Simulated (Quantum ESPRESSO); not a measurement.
# Strain and stress in Al3GeAs3C

The results below are calculated, not measured. They come from pw.x of Quantum ESPRESSO 7.5, a plane-wave density functional program, with PseudoDojo standard norm-conserving files (v0.5 for PBE, v0.4.1 for LDA and PBEsol). The cells are made up: elements, strain and atom displacements were drawn at random, and nothing was relaxed. There is no spin polarisation, spin-orbit coupling or dispersion term.

The cell has 8 sites of a zincblende or diamond lattice. Sites 1 to 4 hold Al Al Ge Al; sites 5 to 8 hold As As C As. Cell vectors in Å: (5.885, 0.044, -0.003); (0.044, 5.745, -0.005); (-0.003, -0.005, 5.784). Settings: PBE, cutoff 1143 eV, 6 x 6 x 6 k mesh shifted by half a step, Fermi-Dirac smearing of 0.1 eV.

Each run adds a shear xy (given as the tensor component) to one cell, with the atoms carried along; the vectors above are those of run 4. Stress is positive in tension and P is minus a third of its trace. E is the free energy for each atom above the lowest run shown.

| run | strain (%) | s_xx (GPa) | s_yy (GPa) | s_zz (GPa) | s_xy (GPa) | P (GPa) | E (meV/atom) |
| --- | --- | --- | --- | --- | --- | --- | --- |
| 1 | -2.24 | 7.99 | 6.50 | 6.84 | -2.05 | -7.11 | 6.09 |
| 2 | -1.90 | 8.04 | 6.55 | 6.88 | -1.72 | -7.16 | 4.25 |
| 4 | -0.20 | 8.22 | 6.71 | 6.99 | -0.09 | -7.31 | 0.00 |
| 5 | 0.31 | 8.23 | 6.72 | 7.01 | 0.40 | -7.32 | 0.23 |
| 6 | 0.75 | 8.22 | 6.71 | 7.01 | 0.82 | -7.32 | 1.00 |
| 7 | 1.64 | 8.18 | 6.67 | 6.99 | 1.67 | -7.28 | 4.15 |
| 3 | -0.69 | ? | ? | ? | ? | ? | ? |

A rerun of one of these cells at 1437 eV and k mesh 8 x 8 x 8 moved values by no more than 0.003 eV in the cell's energy, 0.03 GPa in stress and 0.007 eV/Å in force.

## Worked fit

A parabola through the six runs shown gives s_xy = 0.10 + 0.96 e - 0.001 e² GPa, with e in per cent and a scatter of 0.01 GPa. The slope is a stiffness of 96 ± 1 GPa for each unit of this strain at e = 0, twice a shear constant under the stress shown, since the tensor component is half the shear angle. The atoms are clamped, and relaxing them would in general lower it. The error is the larger of the fit's own and the change that a cubic makes, rounded up.

## Withheld run

Question: what s_xy should run 3 give?

The fit gives -0.56 GPa. The calculation gave -0.56 GPa.

| run | strain (%) | s_xx (GPa) | s_yy (GPa) | s_zz (GPa) | s_xy (GPa) | P (GPa) | E (meV/atom) |
| --- | --- | --- | --- | --- | --- | --- | --- |
| 3 | -0.69 | 8.19 | 6.68 | 6.97 | -0.56 | -7.28 | 0.40 |